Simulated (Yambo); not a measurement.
```
BaTiO3
1.0
    3.99038     0.00000     0.00000
    0.00000     3.99038     0.00000
    0.00000     0.00000     4.10266
O Ti Ba
3 1 1
Direct
  0.00000   0.50000   0.06422
  0.50000   0.00000   0.06422
  0.00000   0.00000   0.54897
  0.00000   0.00000   0.10004
  0.50000   0.50000   0.58254
```

BaTiO₃ (space group P4mm, No. 99): G0W0@PBEsol in Yambo (4×4×4 Γ-centred k mesh, bands 2 to 127 and a 8 Ry block in the screening, 127 bands in G with the Bruneval-Gonze terminator, plasmon pole fitted at 27.2 eV) on wavefunctions from Quantum ESPRESSO. With the symmetry operations that carry no fractional translation, the mesh has 18 irreducible k points, and the gap A → Γ is 3.357 eV.

Task: What changes when point-group symmetry is switched off and time reversal alone is kept?

Result: The mesh then has 36 irreducible points. The exact result doesn't change; the run gives 3.357 eV, and the difference is numerical residue, whose source wasn't traced. Rough time against the symmetric run: within a factor of two for the empty bands, about 2× for Yambo (3 states against 4).

Geometry of the Materials Project entry, not relaxed at this level.
